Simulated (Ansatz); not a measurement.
Input and command of a plane-wave DFT calculation in Ansatz:

```yaml
crystal:
  lattice:
    - [5.4958, 0.0, 0.0]
    - [0.0, 5.4958, 0.0]
    - [0.0, 0.0, 5.4958]
  atoms:
    - { symbol: Se, position: [0.0, 0.0, 0.0] }
    - { symbol: Cl, position: [0.5, 0.5, 0.5] }
    - { symbol: K, position: [0.5, 0.5, 0.0] }
    - { symbol: K, position: [0.5, 0.0, 0.5] }
    - { symbol: K, position: [0.0, 0.5, 0.5] }
basis:
  ecutwfc: 420
kpoints:
  mp_grid: { grid: [6, 6, 6] }
hamiltonian:
  xc: pbesol
scf:
  occupations: { method: gaussian, width: 0.02 }
output:
  forces: true
  stress: true
  eigenvalues: true
```

```bash
ansatz run input.yaml --threads 1 --pin off --max-ram 1228MiB --backend cpu --events-out ev --progress --plain --runs-dir out
```

Processor: AMD EPYC 7R43 64-Core Processor (Zen 3), 1 thread, on a host shared with other jobs.

How long does it run, and how much memory does it take?

About 5.1 s on 1 thread of AMD EPYC 7R43 64-Core Processor (Zen 3), with other jobs on the host, peak memory 0.48 GiB. It solves 30 bands at 20 k points (the mesh reduced by symmetry) with about 3239 plane waves, in 6 SCF iterations.
